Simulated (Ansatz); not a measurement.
ZrGe2 (space group Cmcm)

```
CELL_PARAMETERS angstrom
      1.89763    -7.45842     0.00000
      1.89763     7.45842     0.00000
      0.00000     0.00000     3.76411
ATOMIC_POSITIONS crystal
  Zr 0.10453 0.89547 0.75000
  Zr 0.89547 0.10453 0.25000
  Ge 0.44046 0.55954 0.75000
  Ge 0.55954 0.44046 0.25000
  Ge 0.25024 0.74976 0.25000
  Ge 0.74976 0.25024 0.75000
```

The slice is a (110) plane (indices of the conventional cell) through the point (0.895, 0.104, 0.250) (fractional), spanned by u = [001] and v = [100] in vectors of this cell: u (3.76 Å) and v (7.70 Å, at 90° to u). It covers one period; positions are fractions (u, v).

All values below come from PBEsol (plane waves to 420 eV, PAW, scalar-relativistic; Ansatz, an electronic-structure program). k mesh 13×13×12. Near the nuclei the fields are pseudised (PAW); where an atom keeps semicore shells as valence, they peak there. ZrGe2 is run without spin polarisation. ZrGe2 was relaxed with its symmetry unable to fall.

Q: Sketch the valence electron density on this plane as a map.

A: 
```
|@@@@**::      ::**@@|
|##**--..........--**|
|::::..::::::::::..::|
|......--==++==--....|
|....::--**%%**--::..|
|....::--**%%**--::..|
|  ....::==++==::....|
|      ..::--::..    |
|        ......      |
|      ..::::::..    |
|......::==++==::....|
|::::::--**##**--::::|
|::::::--++**++--::::|
|........::--::......|
|          ..        |
|                    |
|::..              ..|
|##**--          --**|
|@@@@**..      ..**@@|
|%%@@##::      ::##@@|
```
Scale: ten equal steps from -0.90 (start of ' ') to 0.62 (end of '@'), in the order ' .:-=+*#%@'. Values: log₁₀ of the valence density in e/Å³. The map has 10 points along u (two characters each, u = 0 at the left) and 20 along v (v = 0 in the bottom row). The scale is logarithmic, as a density can span decades between atoms and voids.
